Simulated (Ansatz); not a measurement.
Given:

SrIn3Au:
```yaml
crystal:
  lattice:
    - [-2.30601, 2.30601, 6.21161]
    - [2.30601, -2.30601, 6.21161]
    - [2.30601, 2.30601, -6.21161]
  atoms:
    - { symbol: Sr, position: [0.99645, 0.99645, 0.00000] }
    - { symbol: In, position: [0.23126, 0.73126, 0.50000] }
    - { symbol: In, position: [0.73126, 0.23126, 0.50000] }
    - { symbol: In, position: [0.38304, 0.38304, 0.00000] }
    - { symbol: Au, position: [0.59978, 0.59978, 0.00000] }
```

This is the r²SCAN-relaxed structure.

Question: All from the program Ansatz at the r²SCAN level (PAW), unless another level is named. Give the formation energy from the elements (no fitted shifts).

Answer: -0.57 eV/atom.

Question: Next, the density of states at the Fermi level?

Answer: 0.38 states/eV per atom (mean over ±0.08 eV).

Space group I4mm. The first step of the workflow began from a Materials Project structure, measured or hypothetical; the Crystallography Open Database copy checked does not list it. Its standing as an ambient phase is unchecked. The r²SCAN relaxation kept the symmetry of its start; whether a distortion lowers the energy is not shown. The references are the lowest solids computed at this level, not always the standard phases. Spin–orbit coupling is left out wherever it is not named.

Potentials: the later of the program's two PAW sets.
